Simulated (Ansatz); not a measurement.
La:
```
La
1.0
    3.76309     0.00000     0.00000
   -1.88155     3.25893     0.00000
    0.00000     0.00000    11.98260
La
4
Direct
  0.00000   0.00000   0.00000
  0.00000   0.00000   0.50000
  0.33333   0.66667   0.25000
  0.66667   0.33333   0.75000
```

Relaxed with r²SCAN+D4. Special points in fractions of this cell's reciprocal vectors: Γ (0.000, 0.000, 0.000); M (0.500, 0.000, 0.000); K (0.333, 0.333, 0.000); A (0.000, 0.000, 0.500); L (0.500, 0.000, 0.500); H (0.333, 0.333, 0.500).

List the band energies nearest the Fermi level at these points for r²SCAN+D4 (plane waves, PAW; program Ansatz).

In eV from the Fermi level; about four levels below and three above (degenerate sets whole), none deeper than 8.9 eV; points with the same levels are listed once.

```json
[
 {"k": "Γ", "below": "-3.31 -1.90 -1.90 -1.86", "above": "0.54 0.71 1.33 1.33"},
 {"k": "M", "below": "-1.12 -0.69 -0.28 -0.22", "above": "0.52 1.05 1.25"},
 {"k": "K", "below": "-0.62 -0.54 -0.54 -0.03", "above": "0.11 0.11 0.96"},
 {"k": "A", "below": "-2.82 -2.82 -1.76 -1.76", "above": "0.92 0.92 1.38 1.38"},
 {"k": "L", "below": "-1.44 -1.44 -1.15 -1.15", "above": "0.77 0.77 1.41 1.41"},
 {"k": "H", "below": "-0.09 -0.09 -0.06 -0.06", "above": "0.95 0.95 0.96 0.96"}
]
```

Space group P6_3/mmc (dhcp (α-La type)). The cell was relaxed with r²SCAN+D4 under the symmetry of its start. The pairwise dispersion correction was not fitted to metals. Spin–orbit coupling is left out wherever it is not named.

Potentials: the later of the program's two PAW sets.
